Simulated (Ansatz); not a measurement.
Si:
```
Si
1.0
    1.92230     1.10984    22.04755
   -1.92230     1.10984    22.04755
    0.00000    -2.21968    22.04755
Si
14
Direct
  0.91059   0.91059   0.91059
  0.94651   0.94651   0.94651
  0.29179   0.29179   0.29179
  0.32739   0.32739   0.32739
  0.67261   0.67261   0.67261
  0.70821   0.70821   0.70821
  0.05349   0.05349   0.05349
  0.08941   0.08941   0.08941
  0.76802   0.76802   0.76802
  0.80363   0.80363   0.80363
  0.48218   0.48218   0.48218
  0.51782   0.51782   0.51782
  0.19637   0.19637   0.19637
  0.23198   0.23198   0.23198
```

Relaxed with r²SCAN.

Problem. Tabulate the valence density and the electron localisation function along the shortest Si–Si contact (2.35 Å), DFT-r²SCAN in the program Ansatz with PAW potentials.

Solution. 

| distance from Si (Å) | density (e/Å³) | ELF |
|---|---|---|
| 0.24 | 0.09 | 0.33 |
| 0.35 | 0.18 | 0.30 |
| 0.47 | 0.30 | 0.46 |
| 0.59 | 0.42 | 0.71 |
| 0.71 | 0.52 | 0.86 |
| 0.82 | 0.57 | 0.93 |
| 0.94 | 0.59 | 0.95 |
| 1.06 | 0.58 | 0.96 |
| 1.18 | 0.58 | 0.96 |
| 1.30 | 0.58 | 0.96 |
| 1.41 | 0.59 | 0.95 |
| 1.53 | 0.57 | 0.93 |
| 1.65 | 0.52 | 0.86 |
| 1.77 | 0.42 | 0.71 |
| 1.88 | 0.30 | 0.46 |
| 2.00 | 0.18 | 0.30 |
| 2.12 | 0.09 | 0.33 |

The density is the valence pseudo-density with augmentation charge, so density and ELF within about 1 Å of a nucleus are not all-electron values.

Space group R-3m. The start of the workflow was typed in or built on a structure type; neither database checked (COD, Materials Project) lists it. It is not the phase usual at ambient conditions (space group No. 227). The cell was relaxed with r²SCAN under the symmetry of its start; whether a distortion lowers the energy is not shown.

Potentials: the later of the program's two PAW sets.
